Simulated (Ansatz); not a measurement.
Given:

TlBr:
```xyz
2
Lattice="3.9798 0.0000 0.0000 0.0000 3.9798 0.0000 0.0000 0.0000 3.9798" Properties=species:S:1:pos:R:3 pbc="T T T"
Tl     0.0000     0.0000     0.0000
Br     1.9899     1.9899     1.9899
```

This is the PBE+D3(BJ)-relaxed structure.

**Question.** All from PBE+D3(BJ) in the plane-wave PAW code Ansatz, unless another level is named. Predict the zero-point energy.

**Answer.** 9.6 meV/atom.

**Question.** Predict the vibrational entropy at 300 K.

**Answer.** 62.9 J/(K·mol of atoms).

**Question.** And the highest zone-centre frequency (without LO–TO term)?

**Answer.** 38 cm⁻¹.

Space group Pm-3m (CsCl type). The PBE+D3(BJ) relaxation kept the symmetry of its start; phonons on a q-mesh show no instability. Spin–orbit coupling is left out wherever it is not named.

Potentials: the later of the program's two PAW sets.
